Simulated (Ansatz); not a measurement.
Free-standing sheets of VN4Si2, MA2Z4 (prismatic core, outer Z over the empty site)-type layer and Ta2O5, P2/m layer are relaxed with r²SCAN+D4 (plane waves, PAW; program Ansatz). Aligned at the vacuum level, what band offsets and what type of junction result?…

VN4Si2: VBM -5.66, CBM -5.17 eV; Ta2O5: VBM -7.56, CBM -4.38 eV. Valence offset 1.89 eV (VN4Si2 higher), conduction offset 0.78 eV (VN4Si2 lower): type I (straddling).

Natural alignment of Kohn–Sham levels: no interface dipole, strain or quasiparticle shift.

Spin orders computed, not proven ground states: VN4Si2, MA2Z4 (prismatic core, outer Z over the empty site)-type layer ferromagnetic. All cells were relaxed under the symmetry of their starts (and spin orders); stability against distortions was not tested throughout. Rows with no word on spin ran without spin polarisation. Spin–orbit coupling is left out wherever it is not named. Constructed layers (a layer type filled with these elements): VN4Si2, MA2Z4 (prismatic core, outer Z over the empty site)-type layer.

Potentials: the later of the program's two PAW sets.

Edges and masses are those of Kohn–Sham bands, whose gap is no quasiparticle gap.
